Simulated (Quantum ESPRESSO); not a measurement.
## Calculated data, Zr₂ScAlGa₂PdRh (simulated cell)

All values are calculated (Quantum ESPRESSO 7.5). Calculation on a made-up metal alloy cell, not a measurement: no spin or spin-orbit, unrelaxed, 2900 K smearing, stress positive in tension, cell energy less fitted offsets; periodic Kohn-Sham density functional theory in plane waves with PseudoDojo standard norm-conserving scalar-relativistic pseudopotentials, each functional with its own files (v0.5 for PBE, v0.4.1 for LDA and PBEsol), eight atoms on drawn sites of a strained close-packed or body-centred lattice, each displaced and held fixed; the energy is the cell's free energy, ions and the entropy term -TS included, at the stated Fermi-Dirac width, less a fixed offset for each atom's element (shifted free energy); compositions with an open d shell lost a parallel starting moment in a cheaper test run, and other magnetic orders were not tried; an error bar is the largest change of its kind in a tighter rerun, never given below 0.002 eV, 0.02 GPa or 0.003 eV/angstrom, and covers cutoff and k-mesh only, not smearing or the files.

Entry: Zr₂ScAlGa₂PdRh (simulated cell)

```
cell vectors (Å)
  -0.0347     4.3985    -0.0025
  -4.3201     0.0372    -4.2283
  -4.3570     0.0322     4.2652
atoms (fractions of the cell vectors)
Ga -0.00764 -0.01286  0.01529
Rh -0.03892  0.00589  0.48685
Al  0.01157  0.50964  0.00810
Sc -0.00725  0.50476  0.50717
Ga  0.51268  0.25560  0.24429
Zr  0.50831  0.24505  0.74815
Zr  0.50127  0.74000  0.27460
Pd  0.49161  0.76405  0.73018
```

```
lattice type             : face-centred cubic
functional               : pbe
cutoff                   : 1197 eV
fermi dirac smearing     : 0.25 eV
electrons removed        : 0
run command              : mpirun -np 4 pw.x -nk 4 -in in
run processor            : AMD EPYC, Zen 5, virtual cores
k mesh                   : 5 x 4 x 4 shifted half a step off Gamma on each axis
entropy term negative ts : -1.392 eV
pressure                 : -9.93 GPa
stress xx                : 12.79 GPa
stress yy                : 10.25 GPa
stress zz                : 6.74 GPa
stress yz                : 0.37 GPa
stress xz                : 0.2 GPa
stress xy                : -0.12 GPa
shifted free energy      : -1.635 eV
```

Atoms:
| atoms element | atom site | atom energy offset (eV) |
| --- | --- | --- |
| Ga | 1 | -2081.03 |
| Rh | 2 | -3191.96 |
| Al | 3 | -63.26 |
| Sc | 4 | -1317.21 |
| Ga | 5 | -2081.03 |
| Zr | 6 | -1377.61 |
| Zr | 7 | -1377.61 |
| Pd | 8 | -3687.45 |

Forces:
| site | x (eV/Å) | y (eV/Å) | z (eV/Å) |
| --- | --- | --- | --- |
| 1 | 0.16 | 0.142 | -0.237 |
| 2 | -0.054 | 0.118 | -0.156 |
| 3 | 0.285 | -0.061 | -0.346 |
| 4 | -0.217 | 0.226 | 0.258 |
| 5 | -0.261 | -0.031 | 0.524 |
| 6 | 0.278 | -0.104 | 0.924 |
| 7 | -0.174 | -0.11 | -1.648 |
| 8 | -0.018 | -0.181 | 0.682 |

Notes: a spin test at this wide smearing found no moment, but such smearing suppresses magnetism that the real alloy may have; lattice, volume and sites are drawn at random and may be unstable or far from any real phase; energies are for the whole cell, less offsets fitted to these runs, so they are not formation energies; error bars: energy 0.0023 eV, stress 0.02 GPa, force 0.0064 eV/Å, from a tighter rerun of this cell; 18 SCF iterations, 148 s of wall time on a shared machine.
